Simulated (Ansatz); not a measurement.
An elastic constant from a strain scan in Ge

Computed with DFT r2SCAN, scalar-relativistic, plane waves, PAW in Ansatz. Settings: plane waves to 500 eV, k-mesh 12×12×6 (Γ-centred), Gaussian smearing 0.03 eV. No spin polarisation. Energies are free energies at this smearing, counted from the undisturbed cell; pressure is positive in compression.

The undisturbed cell (relaxed at this level; this form isn't the usual structure):

```
Ge
1.0
     3.99565    0.00000    0.00000
    -1.99782    3.46033    0.00000
     0.00000    0.00000    6.60271
Ge
4
Direct
  0.66667 0.33333 0.06298
  0.33333 0.66667 0.56298
  0.66667 0.33333 0.43702
  0.33333 0.66667 0.93702
```

The cell is strained by ε times the Voigt pattern (0, 1, 0, 0, 0, 0) (xx, yy, zz, yz, xz, xy; engineering shear) with fractional coordinates fixed. The cell holds 4 atoms in V0 = 91.29 Å³. The stress column is τ = (1/V0) dE/dε, got from the stress tensor σ (compression positive) at each point as −det(1 + εP) σ : P(1 + εP)⁻¹, with P the pattern as a tensor.

```
      ε  ΔE (meV/atom)  τ (GPa)
-0.0200          5.316   -3.840
-0.0100          1.288   -1.840
 0.0000          0.000    0.007
 0.0050          0.316    0.872
 0.0150          2.718    2.477
 0.0200              ?        ?
```

Which combination of elastic constants does this scan measure, and how large is it?

For small ε, τ = τ0 + Kε with K = pᵀCp, which for this pattern is C22 in the Cartesian frame shown. The parabola through τ at ε = -0.0100, 0 and 0.0050 has slope K = 177 GPa at zero. The energies per cell, E = NΔE, of the same two points give K = 2[E(ε₊)/ε₊ − E(ε₋)/ε₋]/[(ε₊ − ε₋)V0] = 180 GPa, in agreement. These are clamped-ion values.

Predict the withheld row at ε = 0.0200 from the harmonic law, and compare.

ΔE = V0(τ0 ε + Kε²/2)/N = 5.061 meV/atom and τ = 3.55 GPa. The calculation gives 4.755 meV/atom and 3.24 GPa: the energy lies 6 % below the harmonic value, as bonds soften when stretched.

Forces appear on the atoms along this scan, and letting them relax would lower the energy and soften the response.

Cost: 6 runs of about 6.2 core-minutes in all, on Arm Neoverse V1 (shared hosts).